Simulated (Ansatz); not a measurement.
Zn3Pt:
```xyz
4
Lattice="-1.8710 1.8710 3.9794 1.8710 -1.8710 3.9794 1.8710 1.8710 -3.9794" Properties=species:S:1:pos:R:3 pbc="T T T"
Zn     0.0000     1.8710     1.9897
Zn     1.8710     0.0000     1.9897
Zn     0.0000     0.0000     3.9794
Pt     0.0000     0.0000     0.0000
```

Relaxed with r²SCAN. Special points in fractions of this cell's reciprocal vectors: Γ (0.000, 0.000, 0.000); X (0.000, 0.000, 0.500); P (0.250, 0.250, 0.250); N (0.000, 0.500, 0.000); M (0.500, 0.500, -0.500); S (0.305, 0.695, -0.305); S0 (-0.305, 0.305, 0.305); R (-0.111, 0.111, 0.500); G (0.500, 0.500, -0.111).

**Question.** List the band energies nearest the Fermi level at these points for DFT-r²SCAN in the program Ansatz with PAW potentials.

**Answer.** In eV from the Fermi level; about four levels below and three above (degenerate sets whole), none deeper than 8.9 eV; points with the same levels are listed once.

```tsv
k	below	above
Γ	-3.71 -3.71 -2.49 -1.22	3.90 3.90 3.94
X	-2.95 -2.52 -2.31 -1.29	1.91 2.11 6.38
P	-3.02 -3.02 -2.52 -1.60 -1.25	2.38 3.70 3.71 3.71
N	-3.33 -3.11 -2.46 -1.16	1.39 4.91 5.84
M	-2.84 -2.84 -2.53 -0.10 -0.10	4.84 5.72 8.82
S	-3.19 -3.05 -2.53 -2.50	3.22 4.83 5.19
R	-3.50 -2.60 -2.24 -0.80	2.93 3.51 6.76
```

Space group I4/mmm. The workflow started from a Materials Project entry (that database holds measured and hypothetical structures alike); the Crystallography Open Database copy checked does not list it. With Zn and Pt taken as one species the cell has the higher symmetry Fm-3m, so it may be an ordered model of a mixed-site phase. Its standing as an ambient phase is unchecked. The r²SCAN relaxation kept the symmetry of its start; its stability against distortions is not shown here. No spin polarisation was allowed. Scalar-relativistic: spin–orbit coupling is off unless named, which matters more the heavier the elements.

Potentials: the later of the program's two PAW sets.
